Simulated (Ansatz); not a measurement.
AlNi (CsCl type)

```
CELL_PARAMETERS angstrom
      2.86332     0.00000     0.00000
      0.00000     2.86332     0.00000
      0.00000     0.00000     2.86332
ATOMIC_POSITIONS crystal
  Al 0.00000 0.00000 0.00000
  Ni 0.50000 0.50000 0.50000
```

In each cell atom 1 (Al, nearest neighbour Ni at 2.480 Å; its periodic images, 2.9 Å or more away, move with it) moves by s·(1.000, 0.000, 0.000) (along Cartesian x), the rest being held.

Level of theory: r2SCAN (plane waves to 500 eV, PAW, scalar-relativistic; Ansatz, a quantum-chemistry and plane-wave program). k mesh 13×13×13 (Γ-centred), Fermi-Dirac smearing 0.05 eV. Energies are smeared free energies. With partly filled bands, energies and forces of such displacements shift with the k mesh and the smearing. AlNi is run without spin polarisation. AlNi was relaxed with its symmetry unable to fall. The PAW data are Ansatz's earlier set. The zero of ΔE is the undisplaced structure. The last digit holds for this mesh only.

```tsv
s (Å)	ΔE (meV/cell)
-0.740	1678.1
-0.592	1108.0
-0.444	632.6
-0.296	282.7
-0.148	withheld
0.000	0.0
0.148	withheld
0.296	282.7
0.444	632.6
0.592	1108.0
0.740	1678.1
```

Question: Fit an even polynomial form (powers 2, 4, 6) to the given rows and predict ΔE at s = -0.148.

Answer: Least squares on the 9 given rows: ΔE = (3233)·s² + (-17.73)·s⁴ + (-528.9)·s⁶, in meV/cell with s in Å; root-mean-square residual 0.08 meV/cell. At -0.148 the fit gives 70.8 meV/cell; the calculation gives 70.7 meV/cell, so the interpolation is off by 0.1 (+0.1 %). The quadratic term alone would give 70.8 meV/cell.

(A displaced cell: forces are minus the slopes of the energy, force constants its curvatures, and phonons follow from these.)
